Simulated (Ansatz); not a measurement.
**LaCoSi: what a change of scf.eigensolver.kind, basis.precision does**

All numbers are calculated (PBEsol, collinear spin, no spin-orbit coupling; Ansatz, PAW set soft_2, 420 eV, k-mesh 8×8×4), not measured. These are the settings of the reference run.

Cell:

```
Co La Si
1.0
     3.98457    0.00000    0.00000
     0.00000    3.98457    0.00000
     0.00000    0.00000    7.20498
Co La Si
2 2 2
Direct
  0.00000 0.00000 0.00000
  0.50000 0.50000 0.00000
  0.00000 0.50000 0.31458
  0.50000 0.00000 0.68542
  0.00000 0.50000 0.83964
  0.50000 0.00000 0.16036
```

The reference run of this cell is solved again as a single point with these keys changed:

| key | reference run | changed run |
| --- | --- | --- |
| scf.eigensolver.kind | not typed | davidson |
| basis.precision | not typed | f64 |

**Question.** How far do the results move?

**Answer.** 

| quantity | reference run | changed run |
| --- | --- | --- |
| energy, changed less reference (meV an atom) | 0 | 0.0 |
| pressure (GPa) | 0.0 | 0.0 |
| largest force (eV/Å) | 0.00 | 0.00 |
| gap on the mesh (eV) | 0.00 | 0.00 |
| moment of the cell (μB) | 0.53 | 0.53 |

The results hardly move, so these settings together matter little here, or the typed value is the one that the program takes anyway. It took 21 iterations.

Caveats: a single point, atoms not relaxed again.
